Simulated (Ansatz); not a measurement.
Zr:
```xyz
2
Lattice="3.1838 0.0000 0.0000 -1.5919 2.7572 0.0000 0.0000 0.0000 5.1186" Properties=species:S:1:pos:R:3 pbc="T T T"
Zr     0.0000     1.8382     1.2796
Zr     1.5919     0.9191     3.8389
```

Relaxed with PBEsol. Special points in fractions of this cell's reciprocal vectors: Γ (0.000, 0.000, 0.000); M (0.500, 0.000, 0.000); K (0.333, 0.333, 0.000); A (0.000, 0.000, 0.500); L (0.500, 0.000, 0.500); H (0.333, 0.333, 0.500).

List the band energies nearest the Fermi level at these points for the program Ansatz at the PBEsol with spin–orbit coupling level (PAW).

In eV from the Fermi level; about four levels below and three above (degenerate sets whole), none deeper than 8.9 eV; points with the same levels are listed once.

```csv
k,below,above
Γ,-5.74 -5.74 -3.16 -3.16,0.81 0.81 0.91 0.91 0.92 0.92
M,-2.29 -2.29 -0.12 -0.12,0.55 0.55 0.75 0.75
K,-1.31 -1.31 -1.14 -1.14,0.21 0.21 0.24 0.24
A,-0.02 -0.02 -0.02 -0.02,0.74 0.74 0.74 0.74
L,-1.17 -1.17 -1.17 -1.17,1.75 1.75 1.75 1.75
H,-1.30 -1.30 -0.04 -0.04,0.03 0.03 2.02 2.02
```

Space group P6_3/mmc (hcp (Mg type)). Symmetry was held in the PBEsol relaxation; of distortions, only those at the zone centre were tested. The run is not spin-polarised.

Potentials: the earlier of the program's two PAW sets.
